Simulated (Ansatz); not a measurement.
CaZrN2:
```cif
data_CaN2Zr
_chemical_formula_sum 'Ca1 Zr1 N2'
_space_group_name_H-M_alt 'P 1'
_space_group_IT_number 1
_cell_length_a 5.87080
_cell_length_b 5.87080
_cell_length_c 5.87080
_cell_angle_alpha 32.503
_cell_angle_beta 32.503
_cell_angle_gamma 32.503
loop_
_space_group_symop_operation_xyz
  'x, y, z'
loop_
_atom_site_label
_atom_site_type_symbol
_atom_site_fract_x
_atom_site_fract_y
_atom_site_fract_z
_atom_site_occupancy
Ca1 Ca 0.00000 0.00000 0.00000 1
Zr1 Zr 0.50000 0.50000 0.50000 1
N1 N 0.23853 0.23853 0.23853 1
N2 N 0.76147 0.76147 0.76147 1
```

Relaxed with PBEsol. PBEsol (plane waves, PAW; program Ansatz) gives a gap of 0.37 eV.

Problem. What gap does HSE06 give on the same cell (Ansatz, PAW)?

Solution. 1.37 eV, 1.00 eV more. The hybrid was solved on a coarser mesh and at special points; its gap is the smallest among all of these.

| k | v1 PBEsol | c1 PBEsol | v1 HSE06 | c1 HSE06 |
|---|---|---|---|---|
| Γ | 0.00 | 2.63 | [?] | [?] |
| T | -0.60 | 2.97 | [?] | [?] |
| L | -1.09 | 2.13 | [?] | [?] |
| F | -0.62 | 0.37 | -0.72 | 1.37 |
| S0 | -1.50 | 2.83 | [?] | [?] |
| H0 | -1.50 | 2.75 | -1.68 | 3.94 |

Problem. Top valence (v1) and lowest conduction level (c1) in eV from each method's valence maximum (which need not be a listed point): supply the withheld HSE06 values.

Solution. 
- Γ, v1 HSE06: 0.00
- Γ, c1 HSE06: 3.83
- S0, v1 HSE06: -1.68
- S0, c1 HSE06: 4.02
- L, v1 HSE06: -1.20
- L, c1 HSE06: 3.20
- T, v1 HSE06: -0.61
- T, c1 HSE06: 4.18

Cost on shared cores: the PBEsol run (SCF on a 10×10×10 mesh, then bands and DOS) about 40 core-seconds (a rough figure), the HSE06 run (SCF on 7×7×7, then a few points) around 10 core-minutes (rough); the tasks are unlike.

Space group R-3m. The first step of the workflow began from a Materials Project structure, measured or hypothetical; the Crystallography Open Database copy checked does not list it. Its standing as an ambient phase is unchecked. The cell was relaxed with PBEsol under the symmetry of its start; of distortions, only those at the zone centre were tested. No spin polarisation was allowed. Scalar-relativistic: spin–orbit coupling is off unless named, which matters more the heavier the elements.

Potentials: the later of the program's two PAW sets.
